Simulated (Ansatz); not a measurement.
PtSb2 (space group Pa-3)

```xyz
12
Lattice="6.4218 0.0000 0.0000 0.0000 6.4218 0.0000 0.0000 0.0000 6.4218" Properties=species:S:1:pos:R:3 pbc="T T T"
Sb     2.4060     0.8049     5.6169
Sb     4.0159     5.6169     0.8049
Sb     0.8049     5.6169     2.4060
Sb     5.6169     0.8049     4.0159
Sb     5.6169     2.4060     0.8049
Sb     0.8049     4.0159     5.6169
Sb     4.0159     4.0159     4.0159
Sb     2.4060     2.4060     2.4060
Pt     0.0000     3.2109     3.2109
Pt     3.2109     3.2109     0.0000
Pt     3.2109     0.0000     3.2109
Pt     0.0000     0.0000     0.0000
```

The slice is a {100} plane (indices of the conventional cell) through the point (0.625, 0.625, 0.625) (fractional), spanned by u = [100] and v = [010] in vectors of this cell: u (6.42 Å) and v (6.42 Å, at 90° to u). It covers one period; positions are fractions (u, v).

Calculation: LDA (plane waves to 420 eV, PAW, scalar-relativistic; Ansatz, a first-principles code). k mesh 6×6×6. Inside the PAW spheres the values are not all-electron values, and peaks at nuclei hang on which shells count as valence. At this level the bands of PtSb2 touch or barely overlap; measurements give the solid a gap. PtSb2 is run without spin polarisation. PtSb2 was relaxed with its symmetry unable to fall. Spin-orbit coupling is left out, though Pt and Sb are heavy.

**Question.** Predict the map of the valence electron density on the slice.

**Answer.** 
```
|87533344443210002357|
|65433345543210011245|
|33222345543210011223|
|21112344442110001112|
|00112233322100000110|
|00112233221000000000|
|00123433210000011000|
|11245654210000111111|
|22358875310000122222|
|23468986320001223333|
|33358875320001234444|
|33345654211001234554|
|32223332211001234554|
|32111221110001124444|
|22110001100000122333|
|22110000000000012233|
|43210000011000001233|
|65421111111100001245|
|87532222222100001357|
|98642233332210002368|
```
Scale: ten equal steps from -1.22 (start of '0') to 1.36 (end of '9'), in the order '0123456789'. Values: log₁₀ of the valence density in e/Å³. The map has 20 points along u (one character each, u = 0 at the left) and 20 along v (v = 0 in the bottom row). The scale is logarithmic, as a density can span decades between atoms and voids.
